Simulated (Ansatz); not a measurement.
RuW (rock salt, Fm-3m), DFT-PBEsol in the program Ansatz with PAW potentials, all energies at zero smearing, with the estimated change up to a 700 eV cutoff added, with one set of potentials and settings (totals compare only within such a set). Cell of 2 atoms (1 Ru, 1 W): -16072.071 eV.

```csv
element,reference phase,E (eV/atom)
Ru,"P6_3/mmc, 2 atoms in the cell",-5816.5470
W,"Im-3m, 1 atoms in the cell",-10257.5790
```

Formation energy per atom, worked out: (-16072.071 − 1×(-5816.5470) − 1×(-10257.5790))/2 = 1.027 eV/atom (99 kJ per mol of atoms), at 0 K, without zero-point energy or fitted corrections.

The start of the workflow was typed in or built on a structure type; neither database checked (COD, Materials Project) lists it. Whether it is the stable phase at ambient conditions was not checked. The PBEsol relaxation kept the symmetry of its start. At this level the phase is mechanically unstable. The run is not spin-polarised. Its formation energy is positive at this level, so the cell may be metastable or incomplete. The references are the lowest solids computed at this level, not always the standard phases. Spin–orbit coupling is left out wherever it is not named.

Potentials: the earlier of the program's two PAW sets. The files were generated under PBE; for other functionals the program regenerates the frozen cores, and for LDA and PBEsol the local potential too.
